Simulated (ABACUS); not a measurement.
ABACUS run on Ag (R3m, 3 atoms in the cell; from Materials Project mp-989737, changed as shown): self-consistent single point.

Computed with PBEsol, PseudoDojo 0.4 standard norm-conserving PBEsol (tails mended) pseudopotentials (plane waves; ABACUS).

The change in words: atom 3 moved by -0.04 angstrom along z. Reference geometry (R-3m):
```
Ag
1.0
    1.47304     0.85046     7.20465
   -1.47304     0.85046     7.20465
    0.00000    -1.70093     7.20465
Ag
3
Direct
  0.00000   0.00000   0.00000
  0.77772   0.77772   0.77772
  0.22228   0.22228   0.22228
```

Reference input (self-consistent single point, DFT, PBEsol, plane waves, PseudoDojo 0.4 standard norm-conserving PBEsol (tails mended) pseudopotentials): KPT = Gamma 6 6 6 0 0 0; basis_type = pw; ecutwfc = 82 Ry; smearing_method = mp; smearing_sigma = 0.0146997 Ry; potentials = PseudoDojo 0.4 standard norm-conserving PBEsol (tails mended); symmetry = 1; symmetry_prec = 1e-05; ks_solver = dav_subspace; scf_nmax = 100; scf_thr = 1.0e-09 Ry; mixing_type = pulay. This run's input differs from it in these lines:

```diff
@@ -38,3 +38,3 @@
    0.7777170000    0.7777170000    0.7777170000
-   0.2222830000    0.2222830000    0.2222830000
+   0.2204320000    0.2204320000    0.2204320000
 # file: KPT
```

Log, with long lists cut:

```
 SELF-CONSISTENT
 -------------------------------------------

                                 init_chg = atomic

 PW ALGORITHM --------------- ION=   1  ELEC=   1--------------------------------

 Notice: Threshold on eigenvalues was too large.

 Density error is 0.204560550545
                          Error Threshold = 0.000357597783637
 E_KohnSham     -929.3350996676      -12644.2527068772
 E_Fermi        1.2030928584         16.3689180972

 PW ALGORITHM --------------- ION=   1  ELEC=   2--------------------------------

 Density error is 0.00635804183079
                          Error Threshold = 0.000358878158851
   [... lines left out ...]

 Density error is 3.16745968782e-09
                          Error Threshold = 5.61750594693e-12
 E_KohnSham     -929.3722436722      -12644.7580769867
 E_Fermi        1.1689288537         15.9040929666

 PW ALGORITHM --------------- ION=   1  ELEC=  10--------------------------------

 Density error is 7.01189695024e-11
                          Error Threshold = 5.55694682074e-12
 E_KohnSham     -929.3722436725      -12644.7580769902
 E_KS(sigma->0) -929.3722691772      -12644.7584239992
 E_entropy(-TS) 0.0000765140         0.0010410270
 E_Fermi        1.1689295749         15.9041027799
 charge density convergence is achieved
 final etot is -12644.758077 eV
 EFERMI = 15.90410278 eV

 STATE ENERGY(eV) AND OCCUPATIONS    NSPIN == 1
   [... 36 lines left out ...]

 TOTAL-FORCE (eV/Angstrom)
                       Ag1         0.0000000000         0.0000000000        -0.0706855714
                       Ag2         0.0000000000         0.0000000000        -0.0774765766
                       Ag3         0.0000000000         0.0000000000         0.1481621481

 TOTAL-STRESS (KBAR)
       -65.1905493361        -0.0000000000         0.0000000000
        -0.0000000000       -65.1905381874        -0.0000000000
        -0.0000000000         0.0000000000       -74.2247099856
 TOTAL-PRESSURE: -68.201933 KBAR

 --------------------------------------------
 !FINAL_ETOT_IS -12644.7580769902251632 eV
 --------------------------------------------
```

The run converged in 10 iterations. Against the reference run the free energy stays essentially unchanged (within 1 meV/atom), the pressure hardly changes (-6.89 to -6.82 GPa) and the largest force goes from 0.006 to 0.148 eV/Å.

The structure comes from a collection of computed structures, made at another level of theory; the collection holds predicted forms beside known ones. No clean gap shows at this smearing width and mesh (spacing up to 0.41 Å⁻¹); the mesh is coarse for partly filled bands, so the values carry mesh errors.

Cost on one core: about 18 core-minutes (a rough figure).

“Tails mended”: in these copies of the files the far tail of each local potential was reset to the Coulomb form.
